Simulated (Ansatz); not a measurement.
Here are 2 structures of SiOS, each relaxed with r2SCAN (the PAW code Ansatz). Computed values alone, no measurements; non-magnetic cells, some hypothetical.

Janus 1T monolayer:
```xyz
3
Lattice="2.9903 0.0000 0.0000 -1.4951 2.5897 0.0000 0.0000 0.0000 28.4060" Properties=species:S:1:pos:R:3 pbc="T T F"
Si    0.0000    0.0000    9.1676
O     0.0000    1.7264   10.0250
S     1.4951    0.8632    7.8074
```
Two periodic directions, a and b.

Janus 2H monolayer:
```cif
data_structure
_symmetry_space_group_name_H-M 'P 1'
_symmetry_Int_Tables_number 1
_cell_length_a 2.9345
_cell_length_b 2.9345
_cell_length_c 28.7492
_cell_angle_alpha 90.000
_cell_angle_beta 90.000
_cell_angle_gamma 120.000
_cell_volume 214.40
loop_
_atom_site_label
_atom_site_type_symbol
_atom_site_fract_x
_atom_site_fract_y
_atom_site_fract_z
_atom_site_occupancy
Si1 Si 0.33333 0.66667 0.31846 1
O1 O 0.66667 0.33333 0.35375 1
S1 S 0.66667 0.33333 0.26694 1
```
Periodic in the plane only; c spans the vacuum.

Q: Which is lowest in energy with r2SCAN, and by how much?

A: Among these cells the lowest with r2SCAN is Janus 1T monolayer, 580 meV an atom below the next, Janus 2H monolayer. Other structures, not computed here, could lie lower.

Q: Does the order change among the functionals that relaxed these cells?

A: Not for the lowest cell. PBEsol, LDA, PBE agree on the lowest cell. PBEsol: Janus 1T monolayer 0, Janus 2H monolayer 523 meV an atom. LDA: Janus 1T monolayer 0, Janus 2H monolayer 536 meV an atom.

Q: What gaps does HSE06 give on these cells?

A: Janus 1T monolayer: 2.39 d (Γ); Janus 2H monolayer: 0.70 d (Γ) (eV; d direct, i indirect).

Q: What gaps does PBE give on these cells?

A: Janus 1T monolayer: 1.35 d (Γ); Janus 2H monolayer: 0 (eV; d direct, i indirect).

The meshes of the hybrids are coarse, so their gaps aren't converged to the digits shown.

For some runs the program warns that the potential is rough where the density is thin, which bears on empty states near the vacuum.
